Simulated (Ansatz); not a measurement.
SnPt:
```yaml
crystal:
  lattice:
    - [4.09215, 0.00000, 0.00000]
    - [-2.04608, 3.54391, 0.00000]
    - [0.00000, 0.00000, 5.40533]
  atoms:
    - { symbol: Sn, position: [0.66667, 0.33333, 0.75000] }
    - { symbol: Sn, position: [0.33333, 0.66667, 0.25000] }
    - { symbol: Pt, position: [0.00000, 0.00000, 0.50000] }
    - { symbol: Pt, position: [0.00000, 0.00000, 0.00000] }
```

Relaxed with LDA. Special points in fractions of this cell's reciprocal vectors: Γ (0.000, 0.000, 0.000); M (0.500, 0.000, 0.000); K (0.333, 0.333, 0.000); A (0.000, 0.000, 0.500); L (0.500, 0.000, 0.500); H (0.333, 0.333, 0.500).

Question: List the band energies nearest the Fermi level at these points for the program Ansatz at the LDA level (PAW).

Answer: In eV from the Fermi level; about four levels below and three above (degenerate sets whole), none deeper than 8.9 eV; points with the same levels are listed once.

```
k                    below                          above
-  -----------------------  -----------------------------
Γ  -3.29 -3.29 -1.94 -1.94                 1.32 1.76 1.76
M  -2.02 -1.91 -1.86 -1.54                 1.06 2.76 5.26
K  -2.41 -2.01 -2.01 -0.96            0.59 0.59 2.44 2.44
A  -3.44 -3.44 -3.44 -3.44  0.98 0.98 4.12 4.12 4.12 4.12
L  -3.03 -3.03 -2.63 -2.63            1.67 1.67 3.48 3.48
H  -1.47 -1.47 -1.09 -1.09            6.40 6.40 7.49 7.49
```

Space group P6_3/mmc (NiAs type). The workflow started from a Materials Project entry (that database holds measured and hypothetical structures alike); the Crystallography Open Database files this formula in space group No. 194, but the cells were not matched. Its standing as an ambient phase is unchecked. The cell was relaxed with LDA under the symmetry of its start; whether a distortion lowers the energy is not shown. The run is not spin-polarised. Scalar-relativistic: spin–orbit coupling is off unless named, which matters more the heavier the elements.

Potentials: the later of the program's two PAW sets.
